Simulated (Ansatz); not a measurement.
A relaxed cell of Os (P6₃/mmc (No. 194)), relaxed on a k-mesh at least as fine as the one used below. Calculation: r2SCAN (plane waves to 500 eV, PAW, scalar-relativistic; Ansatz, a program for electronic structure). Γ-centred k-mesh 14×14×8 on the run's cell (coarser than for final values), Fermi–Dirac smearing 0.05 eV.

```xyz
2
Lattice="2.7383 0.0000 0.0000 -1.3692 2.3715 0.0000 0.0000 0.0000 4.3159" Properties=species:S:1:pos:R:3 pbc="T T T"
Os     0.0000     1.5810     3.2369
Os     1.3692     0.7905     1.0790
```

The atoms are displaced by (Å):

```
atom     ux      uy      uz
----  -----  ------  ------
Os1   0.565   0.283   0.078
Os2   0.128  -0.041  -0.103
```

What forces (eV/Å) and pressure result?


| atom | Fx | Fy | Fz |
|---|---|---|---|
| Os1 | -2.95 | -2.11 | -3.48 |
| Os2 | 2.95 | 2.11 | 3.48 |

Pressure +22.5 GPa.

Estimate the energy cost of the displacement in the harmonic approximation and compare with the calculation.

For a harmonic well ΔE = −½ Σ F·u = 1.299 eV a cell, or 650 meV/atom. The calculated energy relative to the undisplaced cell is +0.82 eV/atom, so anharmonic terms matter at this amplitude.

No spin polarisation in the result.

The run that gave the undisplaced cell could not lose the symmetry of its start; a randomly shaken copy of 2 atoms returns to this structure.
